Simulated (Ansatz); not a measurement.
Ga$_{2}$O$_{3}$ (corundum)

```xyz
10
Lattice="2.5288 1.4600 4.5411 -2.5288 1.4600 4.5411 0.0000 -2.9201 4.5411" Properties=species:S:1:pos:R:3 pbc="T T T"
Ga     0.0000     0.0000     4.8477
Ga     0.0000     0.0000     1.9639
Ga     0.0000     0.0000     8.7754
Ga     0.0000     0.0000    11.6593
O     -0.9957     1.4600     7.9468
O     -0.7666    -1.5923     7.9468
O      1.7623     0.1323     7.9468
O      0.9957    -1.4600     5.6763
O      0.7666     1.5923     5.6763
O     -1.7623    -0.1323     5.6763
```

The numbers are results of PBE (plane waves to 420 eV, PAW, scalar-relativistic; Ansatz, a quantum-chemistry and plane-wave program), not measurements. Harmonic phonons by density-functional perturbation theory on a 6×6×6 k mesh, in cm⁻¹; i marks imaginary ones, q is in fractions of the reciprocal vectors of the cell shown, and the three acoustic modes at Γ are left out. The non-analytic (LO-TO) term is not included, so polar modes at Γ have their transverse values. Ga2O3 was relaxed with its symmetry unable to fall.

Problem. Is the structure dynamically stable at Γ?

Solution. No imaginary mode at these points (lowest 143 cm⁻¹ at Γ); other wave vectors were not tested.

Problem. List the wavenumbers at Γ, with degeneracies.

Solution. 
| q | wavenumbers (cm⁻¹) |
|---|---|
| Γ | 143, 199, 207 (×2), 220 (×2), 249, 267 (×2), 308 (×2), 309 (×2), 318, 398 (×2), 429 (×2), 447, 498, 525 (×2), 525, 576, 634 (×2), 648 |
